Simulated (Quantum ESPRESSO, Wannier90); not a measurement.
BaGaGeH (P3m1), plane waves to Wannier functions

```xyz
4
Lattice="4.3780 0.0000 0.0000 -2.1890 3.7915 0.0000 0.0000 0.0000 5.2696" Properties=species:S:1:pos:R:3 pbc="T T T"
Ba     2.1890    -1.2638     0.0001
Ga     0.0000     0.0000    -2.3685
Ge    -2.1890     1.2638     2.3521
H      0.0000     0.0000    -0.6166
```

Structure: Materials Project mp-1018095, symmetrised, not relaxed again. COD (Crystallography Open Database) has an entry of this formula and space group (matched by these alone). Method: PBEsol plane waves in Quantum ESPRESSO 7.5 (PseudoDojo norm-conserving files, 64 Ry, no spin polarisation, no spin-orbit coupling), Bloch states on a 6×6×4 mesh through Γ, Wannier90 4.0.1. Density: 12×12×6 mesh, cold smearing 0.01 Ry. Spin-orbit coupling is left out although heavy elements are present. The gap is small at this level and was sampled on the meshes and a path alone.

Bands 15 form an isolated set from -9.69 to -7.40 eV relative to the valence-band maximum (on the path) and are turned into 1 Wannier function by minimising the spread from the start: SCDM (isolated).

### Question
Where do the functions sit, how wide are they and what are they made of?

### Answer
```csv
functions,spread (Å²),"nearest atom, distance (Å)","second atom, distance (Å)",weight on atomic waves
1,4.45,Ge 0.27,Ga 2.54,"Ge 4s 47 %, Ga 4s 20 %, Ga 4p 15 %"
```

Ω_I = 4.14 Å², Ω_total = 4.45 Å²; the interpolated bands follow pw.x to 8.9 meV rms on the path.
